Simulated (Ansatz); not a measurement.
Re:
```xyz
4
Lattice="2.7756 0.0000 0.0000 -1.3878 2.4038 0.0000 0.0000 0.0000 8.9566" Properties=species:S:1:pos:R:3 pbc="T T T"
Re     0.0000     0.0000     0.0000
Re     0.0000     0.0000     4.4783
Re     0.0000     1.6025     2.2391
Re     1.3878     0.8013     6.7174
```

Relaxed with PBE. Special points in fractions of this cell's reciprocal vectors: Γ (0.000, 0.000, 0.000); M (0.500, 0.000, 0.000); K (0.333, 0.333, 0.000); A (0.000, 0.000, 0.500); L (0.500, 0.000, 0.500); H (0.333, 0.333, 0.500).

Problem. List the band energies nearest the Fermi level at these points for plane-wave PAW PBE (Ansatz code).

Solution. In eV from the Fermi level; about four levels below and three above (degenerate sets whole), none deeper than 8.9 eV; points with the same levels are listed once.

```tsv
k	below	above
Γ	-1.21 -1.21 -1.09 -1.09	0.48 0.63 0.63
M	-2.71 -2.08 -2.00 -0.80	0.30 0.31 1.09
K	-2.18 -2.18 -0.06 -0.06	1.62 1.62 2.92
A	-1.42 -1.42 -1.42 -1.42 -1.11 -1.11	1.16 1.16 1.16 1.16
L	-1.39 -1.39 -0.67 -0.67	0.26 0.26 2.66 2.66
H	-2.20 -2.20 -0.03 -0.03	1.06 1.06 3.15 3.15
```

Space group P6_3/mmc (dhcp (α-La type)). The cell is a constructed one: a structure type filled with these elements. Its sites differ from those of the usual phase in this space group: another stacking or structure type. Symmetry was held in the PBE relaxation; of distortions, only those at the zone centre were tested. The run is not spin-polarised. Spin–orbit coupling is left out wherever it is not named.

Potentials: the later of the program's two PAW sets.
